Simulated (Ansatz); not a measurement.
**Thermal properties of Al$_{3}$GaO$_{6}$ from its phonons**

Theory: DFT PBE, scalar-relativistic, plane waves, PAW (Ansatz 0.2.0). Settings: 420 eV plane-wave cutoff, Γ-centred 6×6×6 mesh, fixed occupations. No spin polarisation. Phonons by linear response, acoustic sum rule imposed.

The cell, relaxed at this level:
```cif
data_structure
_symmetry_space_group_name_H-M 'R3:H'
_symmetry_Int_Tables_number 146
_cell_length_a 4.8710
_cell_length_b 4.8710
_cell_length_c 13.2440
_cell_angle_alpha 90.000
_cell_angle_beta 90.000
_cell_angle_gamma 120.000
_cell_volume 272.14
loop_
_atom_site_label
_atom_site_type_symbol
_atom_site_symmetry_multiplicity
_atom_site_Wyckoff_symbol
_atom_site_fract_x
_atom_site_fract_y
_atom_site_fract_z
_atom_site_occupancy
Al1 Al 3 a 0.66667 0.33333 0.18533 1
Al2 Al 3 a 0.33333 0.66667 0.31313 1
Al3 Al 3 a 0.00000 0.00000 0.15106 1
Ga1 Ga 3 a 0.33333 0.66667 0.02525 1
O1 O 9 b 0.95835 0.31776 0.08349 1
O2 O 9 b 0.68652 0.99582 0.24714 1
```

The structure comes from a generated guess, relaxed at this level; another structure or a mixture of phases may lie lower. The q mesh is coarse, so values between its points are rough.

Force constants from linear response on a 2×2×2 q mesh, interpolated to a fine mesh.

Phonon density of states, in bins of 20 cm⁻¹:
```csv
bin centre (cm⁻¹),share of modes (%)
10,0.0
30,0.0
50,0.1
70,0.2
90,0.3
110,0.5
130,0.9
150,2.5
170,2.4
190,3.0
210,1.6
230,2.8
250,2.3
270,1.1
290,2.2
310,3.4
330,4.5
350,4.1
370,4.6
390,4.5
410,3.9
430,4.2
450,4.7
470,4.7
490,4.7
510,4.2
530,3.5
550,2.9
570,2.7
590,3.1
610,3.3
630,3.6
650,0.2
670,0.9
690,5.0
710,1.9
730,2.2
750,1.4
770,1.2
790,0.6
810,0.1
```

(1) What is the zero-point energy per atom?

(2) How large are the vibrational entropy and heat capacity at 300 K?

(3) Tabulate them against temperature.

Results:

(1) 82.6 meV.

(2) S = 1.54 k_B and C_V = 2.06 k_B per atom, 69 % of the Dulong–Petit value.

(3)
```
T (K)  F_vib (meV/atom)  S (k_B/atom)  C_V (k_B/atom)
  100              82.2          0.19            0.47
  200              78.0          0.83            1.44
  300              67.7          1.54            2.06
  400              51.6          2.19            2.40
  500              30.3          2.74            2.59
  600               4.5          3.23            2.70
  700             -25.2          3.65            2.78
  800             -58.3          4.02            2.83
  900             -94.4          4.36            2.86
 1000            -133.3          4.66            2.89
```
